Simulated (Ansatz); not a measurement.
Relaxed-ion elastic tensor of AlPt (CsCl type, Pm-3m) in GPa (Voigt order), LDA in the plane-wave PAW code Ansatz; density 13.14 g/cm³, 14.03 Å³ per atom.

|  | 1 | 2 | 3 | 4 | 5 | 6 |
|---|---|---|---|---|---|---|
| 1 | 219 | 209 | 209 | 0.0 | 0.0 | 0.0 |
| 2 | 209 | 219 | 209 | 0.0 | 0.0 | 0.0 |
| 3 | 209 | 209 | 219 | 0.0 | 0.0 | 0.0 |
| 4 | 0.0 | 0.0 | 0.0 | 89.7 | 0.0 | 0.0 |
| 5 | 0.0 | 0.0 | 0.0 | 0.0 | 89.7 | 0.0 |
| 6 | 0.0 | 0.0 | 0.0 | 0.0 | 0.0 | 89.7 |

Problem. Is the crystal mechanically stable?

Solution. Yes: the smallest eigenvalue of C is 9.9 GPa.

Problem. Work out the Voigt and Reuss bounds. Is their mean of use?

Solution. K_V = 213, K_R = 213; G_V = 55.8, G_R = 11.4 GPa. The bounds lie so far apart that a Hill average or a Debye temperature from it would say little.

The workflow started from a Materials Project entry (that database holds measured and hypothetical structures alike); the Crystallography Open Database copy checked does not list it. With Al and Pt taken as one species the cell has the higher symmetry Im-3m, so it may be an ordered model of a mixed-site phase. Its standing as an ambient phase is unchecked. The LDA relaxation kept the symmetry of its start; of distortions, only those at the zone centre were tested. The run is not spin-polarised. As this level gives no gap, shear constants depend on the k-mesh and smearing (Fermi–Dirac, 0.1 eV here). Spin–orbit coupling is left out wherever it is not named.

Potentials: the later of the program's two PAW sets.
